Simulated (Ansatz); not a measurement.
Space group I4/mmm (No. 139). a = 5.907 Å, b = 5.907 Å, c = 11.112 Å, α = 90.00°, β = 90.00°, γ = 90.00°
```tsv
atom	site	symmetry	x	y	z
K	4d	-4m2	0.0000	0.5000	0.2500
K	2b	4/mmm	0.5000	0.5000	0.0000
Hg	2a	4/mmm	0.0000	0.0000	0.0000
```

Equation of state of this K₃Hg structure (not necessarily the ground state), with shape and atoms relaxed at each volume where symmetry leaves them free. It has no gap at any of these volumes. Computed with DFT r2SCAN, scalar-relativistic, plane waves, PAW in Ansatz 0.2.0.

Plane waves to 500 eV, a k mesh through Γ of 10×10×10 on the computed 4-atom cell and Gaussian smearing (0.10 eV); no spin polarisation.

```
V (Å³/atom) E − E(largest V) (meV/atom) P (GPa)
     45.552                         0.29     0.33
     47.006                        -1.88     0.15
     48.460                        -2.49    -0.01
     49.914                        -1.80    -0.14
     51.368                         0.00    -0.25
```

Question: Fit a third-order Birch–Murnaghan equation to E(V).

Answer: V0 = 48.37 Å³/atom, B0 = 5 GPa, B0' = 4.7.

Spin-orbit coupling is left out, which matters for the bands of heavy elements.